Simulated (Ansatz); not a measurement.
The elements of this relaxed trial crystal are hidden behind letters.

```
lattice vectors (Å)
   3.8346    0.0000    0.0000
   0.0000    3.8346    0.0000
   0.0000    0.0000    8.9160
fractional positions
X 0.0000 0.0000 0.0000
Z 0.5000 0.0000 0.7547
Z 0.5000 0.5000 0.5000
Z 0.5000 0.0000 0.2453
Z 0.5000 0.5000 0.0000
Z 0.0000 0.5000 0.7547
Z 0.0000 0.0000 0.5000
Z 0.0000 0.5000 0.2453
```

Method: DFT PBE, scalar-relativistic, plane waves, PAW (Ansatz). Plane waves to 420 eV, a 10×10×6 mesh through Γ for the 8-atom cell and 0.10 eV Gaussian smearing; no spin polarisation.

| Property | Result |
| --- | --- |
| Space group | P4/mmm (No. 123) |
| Conventional cell | a = 3.835 Å, c = 8.916 Å |
| Volume per atom | 16.39 Å³ |
| Density | 16.61 g/cm³ |
| Energy over the elements | +0.47 eV/atom |
| Gap on the 10×10×6 mesh of the 8-atom cell | 0 eV (a metal) |

Energies are uncorrected and count from the elements' standard states at the same level.

Question: X is an s-block element of period 3 and Z is a d-block element of period 6. Which elements are they?

Answer: X = Mg, Z = W, so the formula is MgW7. Density times volume gives a mean mass of 16.61 × 16.39/1.6605 = 163.9 u per atom, and this set has 163.9 u. Around Mg lie 4 W at 2.71 Å and 8 W at 2.91 Å; W on a site of symmetry 2mm is surrounded by 4 W at 2.71 Å, 2 Mg at 2.91 Å and 6 W at 2.91–2.97 Å; W on a site of symmetry 4/mmm is surrounded by 4 W at 2.71 Å and 8 W at 2.97 Å; 2 more sites not described. Other sets within the hints have nearly the same mass, so mass alone doesn't settle it; this one was computed.

Spin–orbit coupling, which can matter for W, is left out. Symmetry constrained the relaxation, so the result can be a saddle point.
